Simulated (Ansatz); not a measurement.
Ta3Sb: pressure against volume

Ta3Sb, Pm-3n, a = 5.239 Å. The structure is a COD entry; whether it is the stable form wasn't checked. Ansatz: PBEsol, PAW, 420 eV, Γ-centred 8×8×8 mesh on 8 atoms, Gaussian smearing 0.10 eV; no spin polarisation. Symmetry fixes shape and atoms, so the cell is only scaled; pressure is positive in compression.

| V (Å³/atom) | P (GPa) |
| --- | --- |
| 15.819 | ? |
| 16.358 | 23.29 |
| 16.898 | 14.26 |
| 17.437 | 6.56 |
| 17.976 | 0.00 |
| 18.516 | -5.61 |
| 19.055 | -10.38 |
| 19.774 | -15.66 |

**Question.** Take V0 = 17.976 Å³/atom, fit the third-order Birch–Murnaghan form to the other rows, and predict the missing pressure.

**Answer.** With the Eulerian strain f = ½[(V0/V)^(2/3) − 1] and y = P/[3f(1 + 2f)^(5/2)], the form is the line y = B0 + 1.5 B0 (B0′ − 4) f. Rows (f, y): 0.03245, 204.4; 0.02104, 203.8; 0.01025, 202.8; -0.00977, 201.1; -0.01906, 200.1; -0.03079, 198.7. Means f = 0.0006867, y = 201.82; Σ(Δf)² = 0.003005, ΣΔfΔy = 0.2713; the slope is their ratio. y = 201.8 + 90.30 f GPa, so B0 = 201.8 GPa and B0′ = 4 + 2 × (90.30)/(3 × 201.8) = 4.30. At V = 15.819, f = 0.04448, y = 205.82 and P = 33.99 GPa. The run gave 33.90 GPa, so the fit is 0.09 GPa too high, a small miss on the scale of the series.

Spin–orbit coupling is left out, which can shift energies with elements as heavy as these.